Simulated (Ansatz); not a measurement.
# Moving the Hubbard U on Hf d, Pd d in Hf2Pd2Se2Br2O3

```cif
data_structure
_symmetry_space_group_name_H-M 'P 1'
_symmetry_Int_Tables_number 1
_cell_length_a 5.7607
_cell_length_b 5.8705
_cell_length_c 6.8723
_cell_angle_alpha 96.271
_cell_angle_beta 102.509
_cell_angle_gamma 95.106
_cell_volume 224.01
loop_
_atom_site_label
_atom_site_type_symbol
_atom_site_fract_x
_atom_site_fract_y
_atom_site_fract_z
_atom_site_occupancy
Hf1 Hf 0.74540 0.39602 0.34989 1
Hf2 Hf 0.28763 0.45322 0.59401 1
Pd1 Pd 0.90854 0.13294 0.84849 1
Pd2 Pd 0.25249 0.90323 0.35874 1
Se1 Se 0.63469 0.40355 0.93716 1
Se2 Se 0.62597 0.78174 0.53023 1
Br1 Br 0.85273 0.99089 0.15355 1
Br2 Br 0.22526 0.82084 0.86223 1
O1 O 0.96040 0.28925 0.59026 1
O2 O 0.43233 0.24524 0.40864 1
O3 O 0.07457 0.58308 0.36682 1
```

The cell comes from a database or a generator and needn't be the stable form of this composition.

Kept alike: task projected density of states; functional PBE; k mesh 5 × 5 × 4; occupations fermi-dirac, width 0.05 eV; no spin polarisation. Program: Ansatz, Ansatz PAW, cutoff 420 eV. The mesh is that of the run's cell of 11 atoms. No spin-orbit coupling.

| run | pressure (GPa) |
| --- | --- |
| A | 2.22 |
| B | 4.84 |
| C | 1.06 |
| D | 3.49 |

Pressure is positive in compression, with a Pulay correction for the finite cutoff. U acts here on a shell without spin polarisation. How U acts hangs on the program's projectors. U is the effective U - J on orthogonalised atomic projectors. Double counting: fully localised limit (the default).

Question: The runs differ in the Hubbard U on Hf d, Pd d alone: 2; 4; 6; 8 eV. Which run is which?

Answer: Run A is 4 eV; run B is 8 eV; run C is 2 eV; run D is 6 eV. The pressure rises from 1.06 to 4.84 GPa between 2 and 8 eV. U localises the shell and weakens its bonds, so the cell pushes outwards.
